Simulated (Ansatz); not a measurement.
**Rb₂Pd: energy along a strain**

Rb₂Pd, Fm-3m, a = 8.246 Å (as given, not relaxed at this level: -0.5 GPa). The structure is a Materials Project entry; whether it is the stable form wasn't checked. Ansatz: r2SCAN, PAW, 500 eV, Γ-centred 6×6×6 mesh on 3 atoms, Gaussian smearing 0.05 eV; no spin polarisation. Cell vectors (Å): 0.000 4.123 4.123; 4.123 0.000 4.123; 4.123 4.123 0.000. The cell is strained by x per cent times the pattern (0 0 1 0 0 0) in the order xx yy zz yz xz xy (engineering shears), with fractional coordinates held. y is the free energy over the start, V0 = 46.732 Å³/atom.

| x (%) | y (meV/atom) |
| --- | --- |
| -6.00 | 0.86 |
| -4.50 | -1.32 |
| -3.00 | -2.15 |
| -1.50 | -1.70 |
| 0.00 | 0.00 |
| 1.50 | ? |
| 3.00 | 6.91 |
| 4.50 | 12.05 |
| 5.25 | 15.02 |
| 6.00 | 18.26 |

Q: Fit y = c1 x + c2 x² + c3 x³ to the other rows, get the stiffness along the pattern, and predict the missing energy.

A: Least squares on the rows shown. y = 1.5310 x + 0.26532 x² − 0.0022569 x³. The clamped-ion stiffness p·C·p = 2 × 2.653 eV × 160.2 / 46.732 Å³ = 18.2 GPa, which is C33 in these axes (C11 of the cubic crystal) (second derivative at the start, which stands under stress). At x = 1.50 the fit asked for gives 2.89 meV/atom. The run gave 2.87 meV/atom, so the fit is 0.02 meV/atom too high, a small miss on the scale of the series.